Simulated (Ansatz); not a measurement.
# Equation of state of MgB$_{2}$

```cif
data_structure
_symmetry_space_group_name_H-M 'P 1'
_symmetry_Int_Tables_number 1
_cell_length_a 3.0850
_cell_length_b 3.0850
_cell_length_c 3.5230
_cell_angle_alpha 90.000
_cell_angle_beta 90.000
_cell_angle_gamma 120.000
_cell_volume 29.04
loop_
_atom_site_label
_atom_site_type_symbol
_atom_site_fract_x
_atom_site_fract_y
_atom_site_fract_z
_atom_site_occupancy
Mg1 Mg 0.00000 0.00000 0.00000 1
B1 B 0.33333 0.66667 0.50000 1
B2 B 0.66667 0.33333 0.50000 1
```

The runs use the primitive cell with vectors (3.085, 0.000, 0.000), (-1.543, 2.672, 0.000), (0.000, 0.000, 3.523) Å, to which the k mesh refers.

The geometry is COD entry 1000026, unchecked; take it as a test cell.

Methods: DFT, LDA, all-electron LAPW, scalar-relativistic (Ansatz 0.2.0); DFT, LDA, PAW with Ansatz's default frozen-core files, scalar-relativistic (Ansatz 0.2.0).

For LAPW: a Γ-centred 12×12×9 k mesh, Fermi–Dirac smearing of 0.05 eV, basis error target 0.5 meV/atom, no spin polarisation. PAW takes a cutoff of 420 eV at this cell (files made with PBE, cores remade for this functional). The Ansatz runs share mesh, smearing and spin set-up. Plane-wave (PAW) pressures include the program's estimate of the Pulay term.

The cell above is scaled evenly, with fractional coordinates and shape held.

| V/V(cell) | V (Å³/atom) | P, LAPW (GPa) | P, PAW (GPa) | free energy over the lowest listed, PAW (meV/atom) |
| --- | --- | --- | --- | --- |
| 0.9400 | 9.098 | 1.87 | 1.87 | 0.1 |
| 0.9600 | 9.292 | -1.59 | -1.60 | 0.0 |
| 0.9800 | 9.485 | -4.74 | -4.74 | 3.8 |
| 0.9900 | 9.582 | -6.21 | -6.20 | 7.2 |
| 1.0000 | 9.679 | -7.60 | -7.60 | 11.3 |
| 1.0100 | 9.776 | -8.93 | -8.93 | 16.3 |
| 1.0200 | 9.873 | ? | ? | ? |
| 1.0400 | 10.066 | -12.55 | -12.55 | 35.9 |
| 1.0600 | 10.260 | -14.69 | -14.69 | 52.4 |

Task: Fill in the row V/V(cell) = 1.0200.

Result: P, LAPW (GPa) = -10.20, P, PAW (GPa) = -10.19, free energy over the lowest listed, PAW (meV/atom) = 22.1.

Task: What do Birch–Murnaghan fits to the pressures give?

Result: LAPW: V0 = 9.20 Å³/atom, B0 = 164 GPa, B0′ = 3.6; PAW: V0 = 9.20 Å³/atom, B0 = 164 GPa, B0′ = 3.6.

PAW's V0 lies 0.00 % from the all-electron value and its B0 0.0 %. With shape and internal coordinates held, B0 is an upper bound to the relaxed modulus.
